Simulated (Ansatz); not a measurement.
Given:

ZnCu:
```yaml
crystal:
  lattice:
    - [2.91857, 0.00000, 0.00000]
    - [0.00000, 2.91857, 0.00000]
    - [0.00000, 0.00000, 2.91857]
  atoms:
    - { symbol: Cu, position: [0.00000, 0.00000, 0.00000] }
    - { symbol: Zn, position: [0.50000, 0.50000, 0.50000] }
```

This is the r²SCAN-relaxed structure.

All from r²SCAN in the plane-wave PAW code Ansatz, unless another level is named. Predict the bulk modulus (Birch–Murnaghan fit).

135 GPa.

And the highest zone-centre frequency?

209 cm⁻¹.

Next, the elastic constants (relaxed ions, GPa)?

C11 = 143, C12 = 131, C44 = 99.9.

Space group Pm-3m (CsCl type). The cell was relaxed with r²SCAN under the symmetry of its start; of distortions, only those at the zone centre were tested. No spin polarisation was allowed. As this level gives no gap, shear constants depend on the k-mesh and smearing (Fermi–Dirac, 0.1 eV here). As this level gives no gap, phonon frequencies hold no LO–TO term and depend on the k-mesh and smearing (Fermi–Dirac, 0.1 eV here).

Potentials: the later of the program's two PAW sets.
